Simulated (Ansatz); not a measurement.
IrO$_{2}$:
```
IrO2
1.0
    4.47082     0.00000     0.00000
    0.00000     4.47082     0.00000
    0.00000     0.00000     3.15472
Ir O
2 4
Direct
  0.50000   0.50000   0.50000
  0.00000   0.00000   0.00000
  0.69107   0.69107   0.00000
  0.30893   0.30893   0.00000
  0.80893   0.19107   0.50000
  0.19107   0.80893   0.50000
```

Relaxed with PBEsol. Special points in fractions of this cell's reciprocal vectors: Γ (0.000, 0.000, 0.000); X (0.000, 0.500, 0.000); M (0.500, 0.500, 0.000); Z (0.000, 0.000, 0.500); R (0.000, 0.500, 0.500); A (0.500, 0.500, 0.500).

### Question
List the band energies nearest the Fermi level at these points for plane-wave PAW PBEsol with spin–orbit coupling (Ansatz code).

### Answer
In eV from the Fermi level; about four levels below and three above (degenerate sets whole), none deeper than 8.9 eV; points with the same levels are listed once.

| k | below | above |
|---|---|---|
| Γ | -2.36 -2.36 -1.96 -1.96 | 0.90 0.90 1.29 1.29 |
| X | -0.28 -0.28 -0.28 -0.28 | 3.53 3.53 3.53 3.53 |
| M | -2.28 -2.28 -2.28 -2.28 | 0.18 0.18 0.18 0.18 |
| Z | -0.83 -0.83 -0.83 -0.83 | 0.27 0.27 0.27 0.27 |
| R | -2.10 -2.10 -1.77 -1.77 | 0.33 0.33 0.68 0.68 |
| A | -0.48 -0.48 -0.48 -0.48 | 2.31 2.31 2.31 2.31 |

Space group P4_2/mnm (rutile). The PBEsol relaxation kept the symmetry of its start. The run is not spin-polarised.

Potentials: the earlier of the program's two PAW sets. The files were generated under PBE; for other functionals the program regenerates the frozen cores, and for LDA and PBEsol the local potential too.
